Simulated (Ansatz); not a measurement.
**B6As — electric field gradients**

The cell is a computed structure from the Materials Project (it need not be an observed phase), atoms as given.

```cif
data_B6As
_symmetry_space_group_name_H-M 'R-3m:H'
_symmetry_Int_Tables_number 166
_cell_length_a 6.1368
_cell_length_b 6.1368
_cell_length_c 11.8948
_cell_angle_alpha 90.000
_cell_angle_beta 90.000
_cell_angle_gamma 120.000
loop_
_atom_site_label
_atom_site_type_symbol
_atom_site_symmetry_multiplicity
_atom_site_Wyckoff_symbol
_atom_site_fract_x
_atom_site_fract_y
_atom_site_fract_z
B1 B 18 h 0.8968 0.7936 0.1185
B3 B 18 h 0.1831 0.8169 0.6387
As As 6 c 0.0000 0.0000 0.6006
```

One atom of each set is listed; the run and its k-mesh use a cell of 14 atoms with edges of 5.32, 5.32, 5.32 Å.

The numbers come from a DFT calculation in Ansatz (PBE, plane waves and PAW (field gradients read without the response of the frozen cores, which leaves them typically 4 to 6 % off), scalar-relativistic, 420 eV cutoff, Γ-centred 6×6×6 k-points, Fermi–Dirac smearing 0.05 eV).

V_zz is the principal component of the electric field gradient with the largest magnitude, η = (V_xx − V_yy)/V_zz and C_Q = eQV_zz/h. ν_Q = 3|C_Q|/[2I(2I − 1)].

¹⁰B: I = 3, Q = 84.59 mb; ⁷⁵As: I = 3/2, Q = 311.0 mb. Q values from Pyykkö, Mol. Phys. 116, 1328 (2018).

| site | atoms | first shell | C_Q (MHz) | η | ν_Q (MHz) |
| --- | --- | --- | --- | --- | --- |
| B1 | 6 | 6 B at 1.77–1.90 Å | -2.67 | 0.25 | 0.267 |
| B3 | 6 | 5 B at 1.73–1.81 Å, 1 As at 2.00 Å | 0.619 | 0.62 | 0.062 |
| As | 2 | 3 B at 2.00 Å, 1 As at 2.39 Å | 135 | 0.00 | 67.4 |

An axis of threefold or higher order runs through As, so V_zz lies along it and η is zero. The structure holds As–As bonds (2.39 Å).

The run took 11 s of wall time (11 s of CPU time) and 0.53 GiB at its peak, on 1 thread of Intel Xeon 6975P-C (Granite Rapids) (x86_64; 8 cores open to the job, memory cap 3.0 GiB, no GPU), a shared host with a load of 0.6 a core.
